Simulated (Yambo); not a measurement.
G0W0@PBEsol for LiNbO$_{3}$ (centrosymmetric, paraelectric, space group R-3c, No. 167) in Yambo. Reference settings: 2×2×2 Γ-centred k mesh, bands 5 to 174 and a 7 Ry block in the screening, 174 bands in G with the Bruneval-Gonze terminator, plasmon pole fitted at 27.2 eV. The PBEsol gap Γ → F on this mesh is 2.45 eV; G0W0 gaps are taken between the same points.

The settings were changed. The gap went from 3.67 eV to 3.61 eV, and the shift of the valence edge from -0.24 eV to 0.03 eV.

What was changed between the two runs?
(A) 76 bands in G, no terminator
(B) 76 bands in W, 76 bands in G
(C) 90 bands in W
(D) no random integration

D, no random integration. The others gave (gap, valence shift): 90 bands in W: 3.79, -0.14 eV; 76 bands in G, no terminator: 3.84, 0.45 eV; 76 bands in W, 76 bands in G: 3.88, -0.07 eV.

Spin-orbit coupling is not included.

Geometry of the Materials Project entry, not relaxed at this level; primitive cell a = b = c = 5.5437 Å, α = β = γ = 56.75°.

This is not the ordinary phase of the substance.

A shift is the quasiparticle energy of the state minus its PBEsol energy.
